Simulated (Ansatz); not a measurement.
## Mg: computed property card

Mg:
Space group Fd-3m, origin choice 1 (No. 227); a = 8.2505 Å, b = 8.2505 Å, c = 8.2505 Å, α = 90.00°, β = 90.00°, γ = 90.00°

```tsv
atom	site	symmetry	x	y	z
Mg	8a	-43m	0.0000	0.0000	0.0000
Mg	16d	.-3m	0.6250	0.6250	0.6250
```
(The calculation used a cell of 6 atoms; values per cell refer to that cell.)

Space group Fd-3m (No. 227); conventional cell a = b = c = 8.251 Å, α = β = γ = 90.00°.

Method: r²SCAN in the plane-wave PAW code Ansatz. Geometry: relaxed at this level of theory. Other levels are named where they apply.

Cell and energy:

```yaml
volume_per_atom: 23.40 Å³
density: 1.72 g/cm³
```

Electronic structure:

```yaml
electronic_character: metallic (no gap)
Density of states at the Fermi level: 0.31 states/eV per atom (mean over ±0.08 eV)
```

Mechanics:

```yaml
Bulk modulus (Birch–Murnaghan fit): 37.7 GPa
Pressure derivative B′: 3.9
Elastic constants (relaxed ions, GPa): C11 = 66.3, C12 = 23.3, C44 = 27.8
mechanical_stability: stable (all eigenvalues of C positive)
hill_bulk_and_shear_moduli: 37.6 and 25.1 GPa
Young's modulus: 61.6 GPa
Poisson's ratio: 0.23
debye_temperature_from_the_elastic_constants: 440 K
```

The start of the workflow was typed in or built on a structure type; neither database checked (COD, Materials Project) lists it. It is not the phase usual at ambient conditions (space group No. 194). The r²SCAN relaxation kept the symmetry of its start; whether a distortion lowers the energy is not shown. As this level gives no gap, shear constants depend on the k-mesh and smearing (Fermi–Dirac, 0.1 eV here).

Potentials: the later of the program's two PAW sets.
